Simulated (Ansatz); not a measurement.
Input for Ansatz (plane-wave DFT, PAW):

```yaml
crystal:
  lattice:
    - [4.5073892058, 0.0, 0.0]
    - [-2.2536946029, 3.903513557, 0.0]
    - [0.0, 0.0, 10.9267571073]
  atoms:
    - { symbol: In, position: [0.0, 0.0, 0.5] }
    - { symbol: In, position: [0.3333333333, 0.6666666667, 0.1547935526] }
    - { symbol: In, position: [0.6666666667, 0.3333333333, 0.8452064474] }
    - { symbol: Sb, position: [0.0, 0.0, 0.0] }
    - { symbol: Te, position: [0.3333333333, 0.6666666667, 0.6709982781] }
    - { symbol: Te, position: [0.6666666667, 0.3333333333, 0.3290017219] }
basis:
  ecutwfc: 420
kpoints:
  mp_grid: { grid: [9, 9, 4] }
hamiltonian:
  xc: pbe
scf:
  occupations: { method: gaussian, width: 0.1 }
output:
  forces: true
  stress: true
  eigenvalues: true
relax:
  adjacent_minimum: "off"
  f_tol: 0.01
  max_steps: 30
  cell: { stress_tol: 0.1, fix: [volume] }
```

Command:
```bash
ansatz run input.yaml --threads 1 --pin off --max-ram 2560MiB --backend cpu --events-out ev --progress --plain --runs-dir out
```

All numbers below come from Ansatz, DFT PBE, scalar-relativistic, plane waves, PAW.

From the run's log, abridged:

```
Pseudopotentials: kind: paw
Pseudopotential: In, paw, valence charge 13, recommended cutoff 420 eV (normal)
Pseudopotential: Sb, paw, valence charge 15, recommended cutoff 420 eV (normal)
Pseudopotential: Te, paw, valence charge 16, recommended cutoff 420 eV (normal)
Functional definition: PBE
Crystal: 6 atoms, lattice volume = 192.253 Å³
Basis set: ecut = 420 eV, 3763 PW (Γ), exchange–correlation on 64×64×150 points (8 copies of the dense FFT grid, shifted against one another)
Bands: 52, of which v1, the nominal top of the filled ones, is band 43 counted from 1 (42 counted from 0)
Symmetry: 12 space group operations
Space group: P-3m1 (ITA 164), of the structure as read, at distance tolerance 5.8e-5 Å
k-points: 43 of 324
Initial density: superposition of atomic densities (neutral atoms: chi_scale 0, normalization atom), corrected by the library's trained network
Initial wavefunctions: pseudopotential atomic-orbital guess
Functional: x = pbe(κ = 0.804, μ = 0.21951497), c = pbe(β = 0.06672455)
SCF iter   1: F=—  HF=-37239.121376 eV  |F-HF|=—  |Δ(HF+E_count)|=         —  Δρ=1.47e-3  dr2=2.38e-2  ethr=1.77e-3  ⟨swp⟩=7.3  Hψ=8688  notcnv=0  defer=10
SCF iter   2: F=—  HF=-37239.114366 eV  |F-HF|=—  |Δ(HF+E_count)|=   7.01e-3  Δρ=1.07e-3  dr2=5.43e-3  ethr=2.77e-5  ⟨swp⟩=2.0  Hψ=3785  notcnv=0  defer=16
SCF iter   3: F=—  HF=-37239.113322 eV  |F-HF|=—  |Δ(HF+E_count)|=   1.04e-3  Δρ=1.88e-4  dr2=7.91e-5  ethr=6.31e-6  ⟨swp⟩=2.0  Hψ=3327  notcnv=0  defer=16
SCF iter   4: F=—  HF=-37239.113346 eV  |F-HF|=—  |Δ(HF+E_count)|=   2.37e-5  Δρ=6.29e-5  dr2=7.01e-6  ethr=9.20e-8  ⟨swp⟩=2.0  Hψ=3336  notcnv=0  defer=16
SCF iter   5: F=—  HF=-37239.113345 eV  |F-HF|=—  |Δ(HF+E_count)|=   1.04e-6  Δρ=1.32e-5  dr2=3.54e-7  ethr=8.16e-9  ⟨swp⟩=2.0  Hψ=3538  notcnv=0  defer=16
SCF iter   6: F=-37239.113345 eV  HF=-37239.113345 eV  |F-HF|=2.34e-8  |Δ(HF+E_count)|=   1.28e-7  Δρ=4.44e-6  dr2=4.78e-8  ethr=1.16e-10  ⟨swp⟩=11.5  Hψ=11062  notcnv=0
SCF 1 converged in 6 iterations: F = -37239.113345 eV  dr2 = 4.78e-8
relax step   1: F+E_penalty+E_count = -37239.11334491 eV  Δ(F+E_penalty+E_count) = +0.000e0 eV  max|allowed force component| = 1.672e-2 eV/Å  Δτ_max = 0.0000 Å  P = -2.180 GPa  Ω = 192.253 Å³  fix = [volume]  reactions: volume -2.180 GPa (6 SCF iters, dr2 threshold 1.00e-7 eV, accepted)
Initial density: handed on by an earlier stage of this run
Initial wavefunctions: those handed on with the density
SCF iter   1: F=—  HF=-37239.113443 eV  |F-HF|=—  |Δ(HF+E_count)|=         —  Δρ=2.45e-4  dr2=1.47e-4  ethr=1.64e-7  ⟨swp⟩=2.3  Hψ=8531  notcnv=0
SCF iter   2: F=—  HF=-37239.113450 eV  |F-HF|=—  |Δ(HF+E_count)|=   7.43e-6  Δρ=1.70e-4  dr2=1.14e-4  ethr=1.64e-7  ⟨swp⟩=2.0  Hψ=4080  notcnv=0
SCF iter   3: F=—  HF=-37239.113423 eV  |F-HF|=—  |Δ(HF+E_count)|=   2.77e-5  Δρ=3.24e-5  dr2=2.62e-6  ethr=1.32e-7  ⟨swp⟩=2.0  Hψ=4073  notcnv=0
SCF iter   4: F=—  HF=-37239.113461 eV  |F-HF|=—  |Δ(HF+E_count)|=   3.80e-5  Δρ=5.71e-6  dr2=5.58e-8  ethr=3.05e-9  ⟨swp⟩=2.0  Hψ=4097  notcnv=0
SCF iter   5: F=-37239.113461 eV  HF=-37239.113461 eV  |F-HF|=1.64e-9  |Δ(HF+E_count)|=   8.48e-9  Δρ=2.09e-6  dr2=6.51e-9  ethr=2.03e-11  ⟨swp⟩=6.7  Hψ=9443  notcnv=0
SCF 2 converged in 5 iterations: F = -37239.113461 eV  dr2 = 6.51e-9
relax step   2: F+E_penalty+E_count = -37239.11346089 eV  Δ(F+E_penalty+E_count) = -1.160e-4 eV  max|allowed force component| = 1.461e-2 eV/Å  Δτ_max = 0.0080 Å  P = -2.171 GPa  Ω = 192.253 Å³  energy of the carried Pulay correction = -6.344e-18 eV  fix = [volume]  reactions: volume -2.171 GPa (5 SCF iters, dr2 threshold 1.75e-8 eV, accepted)
SCF iter   1: F=—  HF=-37239.113499 eV  |F-HF|=—  |Δ(HF+E_count)|=         —  Δρ=9.24e-5  dr2=1.14e-5  ethr=1.30e-8  ⟨swp⟩=2.8  Hψ=8335  notcnv=0
SCF iter   2: F=—  HF=-37239.113516 eV  |F-HF|=—  |Δ(HF+E_count)|=   1.70e-5  Δρ=5.41e-5  dr2=7.42e-6  ethr=1.30e-8  ⟨swp⟩=2.0  Hψ=3442  notcnv=0
SCF iter   3: F=—  HF=-37239.113513 eV  |F-HF|=—  |Δ(HF+E_count)|=   2.58e-6  Δρ=9.84e-6  dr2=2.49e-7  ethr=8.63e-9  ⟨swp⟩=2.0  Hψ=3419  notcnv=0
SCF iter   4: F=-37239.113513 eV  HF=-37239.113513 eV  |F-HF|=5.79e-9  |Δ(HF+E_count)|=   4.22e-8  Δρ=1.58e-6  dr2=8.55e-9  ethr=1.55e-11  ⟨swp⟩=4.3  Hψ=9667  notcnv=0
SCF 3 converged in 4 iterations: F = -37239.113513 eV  dr2 = 8.55e-9
relax step   3: F+E_penalty+E_count = -37239.11351341 eV  Δ(F+E_penalty+E_count) = -5.252e-5 eV  max|allowed force component| = 5.030e-3 eV/Å  Δτ_max = 0.0026 Å  P = -2.172 GPa  Ω = 192.253 Å³  energy of the carried Pulay correction = -6.344e-18 eV  fix = [volume]  reactions: volume -2.172 GPa (4 SCF iters, dr2 threshold 1.33e-8 eV, accepted)
Initial wavefunctions: pseudopotential atomic-orbital guess (no wavefunctions were taken with the density)
SCF iter   1: F=—  HF=-37239.113462 eV  |F-HF|=—  |Δ(HF+E_count)|=         —  Δρ=2.98e-6  dr2=1.30e-8  ethr=3.94e-7  ⟨swp⟩=3.0  Hψ=14454  notcnv=0
SCF iter   2: F=—  HF=-37239.113513 eV  |F-HF|=—  |Δ(HF+E_count)|=   5.07e-5  Δρ=3.65e-6  dr2=1.79e-8  ethr=1.52e-11  ⟨swp⟩=3.7  Hψ=5942  notcnv=0
SCF iter   3: F=—  HF=-37239.113513 eV  |F-HF|=—  |Δ(HF+E_count)|=   9.38e-9  Δρ=1.04e-6  dr2=9.65e-10  ethr=1.52e-11  ⟨swp⟩=2.0  Hψ=3655  notcnv=0
SCF iter   4: F=—  HF=-37239.113513 eV  |F-HF|=—  |Δ(HF+E_count)|=  5.17e-10  Δρ=2.41e-7  dr2=2.62e-10  ethr=1.12e-12  ⟨swp⟩=2.0  Hψ=3652  notcnv=0
SCF iter   5: F=-37239.113513 eV  HF=-37239.113513 eV  |F-HF|=4.37e-11  |Δ(HF+E_count)|=  2.91e-11  Δρ=1.40e-7  dr2=3.13e-11  ethr=1.00e-12  ⟨swp⟩=7.3  Hψ=8405  notcnv=0
SCF 4 converged in 5 iterations: F = -37239.113513 eV  dr2 = 3.13e-11
SCF converged after 5 iterations
Free energy (F): -37239.113513 eV
Harris-Foulkes:  -37239.113513 eV  (|F-HF|=4.37e-11)
Internal energy: -37239.104126 eV  (E = F + TS)
E sigma→0 (E₀):  -37239.108819 eV
Entropy (-TS):   -0.009387 eV (-1.565 meV/atom)
Fermi energy:    8.208515 eV
--- Per-component energies (eV) ---
  E_band       = -860.613432
  E_kinetic    = 1287.234339
  E_local      = -7788.202811  (includes V_loc(G=0)·N_el)
  E_nonlocal   = 842.126608
  E_hartree    = 3777.657486
  E_xc         = -1030.585492
  E_vxc        = -598.824370  (∫ρ·V_xc dr)
  E_paw        = -26360.816390  (= ΣΔE_a)
  E_vpaw       = -2158.261711  (= ΣTr[D̂ρ^β])
  E_aug_tail   = -0.000326  (compensation charges beyond the density's cutoff)
  E_ewald      = -7966.517539
  E_smearing   = -0.009387  (= −TS)
--- Forces (eV/Å), atoms counted from 1 ---
  atom   1  In     0.00000000     0.00000000     0.00000000
  atom   2  In     0.00000000     0.00000000     0.00501941
  atom   3  In     0.00000000     0.00000000    -0.00501941
  atom   4  Sb     0.00000000     0.00000000     0.00000000
  atom   5  Te     0.00000000     0.00000000     0.00355844
  atom   6  Te     0.00000000     0.00000000    -0.00355844
--- Stress (GPa, compression-positive) ---
       -2.171356       0.000000       0.000000
        0.000000      -2.171356       0.000000
        0.000000       0.000000      -2.172015
  P = ⅓ Tr σ = -2.1716 GPa (-21.716 kbar)
--- Band table (eV; the first three rows and the last of 43) ---
  k-point 0: bands = ["-28.3866", "-28.3866", "-28.3866", "-28.3866", "-28.3853", "-28.3853", "-28.3850", "-28.3850", "-28.3848", "-28.3847", "-20.2782", "-20.2782", "-20.2685", "-20.2685", "-20.2674", "-6.2557", "-6.2557", "-6.2416", "-6.2416", "-6.2275", "-6.2242", "-6.2242", "-6.2235", "-6.2150", "-6.2150", "-6.2017", "-6.2005", "-6.2005", "-6.1927", "-6.1927", "-3.3429", "-2.8652", "-1.5906", "2.8969", "2.9585", "6.2870", "7.0680", "7.0680", "7.1514", "7.1514", "7.3429", "8.0861", "8.0861", "9.3753", "9.6295", "10.8704", "10.9082", "10.9082", "11.1744", "11.1744", "11.1772", "13.5644"]
  k-point 1: bands = ["-28.3866", "-28.3866", "-28.3866", "-28.3866", "-28.3853", "-28.3853", "-28.3850", "-28.3850", "-28.3848", "-28.3847", "-20.2781", "-20.2781", "-20.2685", "-20.2685", "-20.2674", "-6.2564", "-6.2564", "-6.2407", "-6.2407", "-6.2276", "-6.2236", "-6.2236", "-6.2235", "-6.2155", "-6.2155", "-6.2021", "-6.2021", "-6.2017", "-6.1916", "-6.1916", "-3.3168", "-2.9174", "-1.5416", "2.3384", "3.7426", "5.6840", "7.0616", "7.0616", "7.1578", "7.1578", "7.8636", "8.0922", "8.0922", "9.1427", "9.7256", "10.6171", "10.6177", "10.6177", "11.6168", "11.6628", "11.6628", "13.1144"]
  k-point 2: bands = ["-28.3866", "-28.3866", "-28.3866", "-28.3866", "-28.3853", "-28.3853", "-28.3850", "-28.3850", "-28.3848", "-28.3847", "-20.2782", "-20.2782", "-20.2685", "-20.2685", "-20.2674", "-6.2569", "-6.2569", "-6.2398", "-6.2398", "-6.2277", "-6.2234", "-6.2228", "-6.2228", "-6.2161", "-6.2161", "-6.2034", "-6.2034", "-6.2017", "-6.1907", "-6.1907", "-3.2837", "-2.9748", "-1.4937", "2.1170", "4.5095", "4.9037", "7.0560", "7.0560", "7.1634", "7.1634", "8.0983", "8.0983", "8.4245", "8.7614", "9.7909", "10.4788", "10.4788", "10.4829", "12.2081", "12.2422", "12.2422", "12.4583"]
  k-point 42: bands = ["-28.3864", "-28.3863", "-28.3863", "-28.3862", "-28.3852", "-28.3852", "-28.3852", "-28.3850", "-28.3843", "-28.3843", "-20.2776", "-20.2776", "-20.2680", "-20.2680", "-20.2658", "-6.3028", "-6.2897", "-6.2897", "-6.2426", "-6.2344", "-6.2344", "-6.2156", "-6.2156", "-6.2097", "-6.2025", "-6.1990", "-6.1990", "-6.1873", "-6.1873", "-6.1830", "-2.2813", "-2.2813", "-0.2860", "2.7880", "2.7880", "2.8472", "5.1302", "5.2381", "5.2381", "5.4680", "5.4680", "5.9438", "8.9295", "8.9920", "8.9920", "10.7775", "10.7775", "11.0769", "13.4516", "13.5528", "13.5528", "14.1746"]
--- Relaxed structure (3 steps of the walk, 3 accepted, 1 SCFs on fresh bases) ---
  F+E_penalty+E_count = -37239.11351299 eV   max|allowed force component| = 5.019e-3 eV/Å   (the final SCF, on the basis selected at the relaxed cell)
  cell:  # Å, volume = 192.2525 Å³
    - [4.50713616, 0.0, 0.0]
    - [-2.25356808, 3.90329441, 0.0]
    - [0.0, 0.0, 10.92798406]
  atoms:
    - { symbol: In, position: [0.0, 0.0, 0.50000000] }
    - { symbol: In, position: [0.33333333, 0.66666666, 0.15452039] }
    - { symbol: In, position: [0.66666666, 0.33333333, 0.84547960] }
    - { symbol: Sb, position: [0.0, 0.0, 0.0] }
    - { symbol: Te, position: [0.33333333, 0.66666666, 0.67175332] }
    - { symbol: Te, position: [0.66666666, 0.33333333, 0.32824667] }
```

The relaxation met its thresholds.

It took 74 s on 1 thread of Arm Neoverse V2, on a shared host, peak memory 0.65 GiB.